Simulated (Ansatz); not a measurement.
Data:

NiSe:
```yaml
crystal:
  lattice:
    - [3.65002, 0.00000, 0.00000]
    - [-1.82501, 3.16101, 0.00000]
    - [0.00000, 0.00000, 5.09909]
  atoms:
    - { symbol: Se, position: [0.33333, 0.66667, 0.25000] }
    - { symbol: Se, position: [0.66667, 0.33333, 0.75000] }
    - { symbol: Ni, position: [0.00000, 0.00000, 0.00000] }
    - { symbol: Ni, position: [0.00000, 0.00000, 0.50000] }
```

This is the PBEsol-relaxed structure. x, y and z are the axes in which the lattice vectors are written.

### Question
All from plane-wave PAW PBEsol (Ansatz code), unless another level is named. Predict the bulk modulus (Birch–Murnaghan fit).

### Answer
138 GPa.

### Question
What about the elastic constants (relaxed ions, GPa)?

### Answer
C11 = 189, C12 = 127, C13 = 102, C33 = 202, C44 = 23.8.

### Question
Next, the highest zone-centre frequency?

### Answer
29.0 meV.

Space group P6_3/mmc (NiAs type). The workflow started from an entry of the Crystallography Open Database (COD, 293 K). Its standing as an ambient phase is unchecked. The cell was relaxed with PBEsol under the symmetry of its start; of distortions, only those at the zone centre were tested. The workflow began spin-polarised and lost its moments. As this level gives no gap, shear constants depend on the k-mesh and smearing (Fermi–Dirac, 0.1 eV here).

Potentials: the later of the program's two PAW sets.
